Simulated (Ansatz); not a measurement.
MgO:
```yaml
crystal:
  lattice:
    - [0.00000, 2.10376, 2.10376]
    - [2.10376, 0.00000, 2.10376]
    - [2.10376, 2.10376, 0.00000]
  atoms:
    - { symbol: Mg, position: [0.00000, 0.00000, 0.00000] }
    - { symbol: O, position: [0.50000, 0.50000, 0.50000] }
```

Relaxed with r²SCAN.

### Question
Which orbitals make up the states near the band edges in plane-wave PAW r²SCAN (Ansatz code)?

### Answer
Top 1 eV of the valence band: O 2p 98 %. Bottom 1 eV of the conduction band: Mg 3s 57 %, O 2s 34 %, O 2p 7 %. Projections are on Löwdin-orthogonalised atomic valence shells; empty p or d shells of many metals are not among them.

### Question
Tabulate the density of states.

### Answer
States/eV per cell of 2 atoms, in 0.25 eV bins, energy from the valence-band maximum.

```tsv
E (eV)	total	O 2p	Mg 3s	O 2s
-4.70	0.00	0.00	0.00	0.00
-4.45	0.25	0.20	0.05	0.00
-4.20	0.51	0.41	0.09	0.00
-3.95	1.10	0.94	0.13	0.01
-3.70	2.31	1.99	0.24	0.03
-3.45	1.75	1.50	0.19	0.03
-3.20	0.69	0.58	0.07	0.02
-2.95	0.43	0.35	0.05	0.02
-2.70	0.78	0.70	0.04	0.01
-2.45	0.88	0.80	0.03	0.01
-2.20	0.95	0.88	0.02	0.01
-1.95	1.01	0.95	0.02	0.01
-1.70	1.19	1.13	0.02	0.01
-1.45	1.95	1.86	0.03	0.01
-1.20	2.61	2.53	0.02	0.00
-0.95	2.77	2.70	0.01	0.00
-0.70	2.66	2.61	0.00	0.00
-0.45	1.40	1.37	0.00	0.00
-0.20	0.70	0.69	0.00	0.00
0.05	0.06	0.06	0.00	0.00
0.30	0.00	0.00	0.00	0.00
0.55	0.00	0.00	0.00	0.00
0.80	0.00	0.00	0.00	0.00
1.05	0.00	0.00	0.00	0.00
1.30	0.00	0.00	0.00	0.00
1.55	0.00	0.00	0.00	0.00
1.80	0.00	0.00	0.00	0.00
2.05	0.00	0.00	0.00	0.00
2.30	0.00	0.00	0.00	0.00
2.55	0.00	0.00	0.00	0.00
2.80	0.00	0.00	0.00	0.00
3.05	0.00	0.00	0.00	0.00
3.30	0.00	0.00	0.00	0.00
3.55	0.00	0.00	0.00	0.00
3.80	0.00	0.00	0.00	0.00
4.05	0.00	0.00	0.00	0.00
4.30	0.00	0.00	0.00	0.00
4.55	0.00	0.00	0.00	0.00
4.80	0.00	0.00	0.00	0.00
5.05	0.00	0.00	0.00	0.00
5.30	0.00	0.00	0.00	0.00
5.55	0.00	0.00	0.00	0.00
5.80	0.01	0.00	0.00	0.00
6.05	0.02	0.00	0.01	0.01
6.30	0.03	0.00	0.02	0.01
6.55	0.04	0.00	0.02	0.01
6.80	0.05	0.01	0.03	0.02
7.05	0.06	0.01	0.03	0.02
7.30	0.07	0.01	0.04	0.02
7.55	0.09	0.01	0.05	0.02
7.80	0.11	0.02	0.06	0.03
8.05	0.13	0.02	0.08	0.03
8.30	0.16	0.02	0.09	0.03
8.55	0.20	0.03	0.12	0.03
8.80	0.28	0.04	0.15	0.04
9.05	0.42	0.04	0.18	0.04
9.30	0.44	0.04	0.18	0.03
9.55	0.44	0.04	0.18	0.03
9.80	0.46	0.04	0.19	0.03
10.05	0.48	0.04	0.19	0.02
10.30	0.59	0.04	0.19	0.02
10.55	0.75	0.05	0.21	0.02
```

Space group Fm-3m (rock salt). The cell was relaxed with r²SCAN under the symmetry of its start.

Potentials: the earlier of the program's two PAW sets.
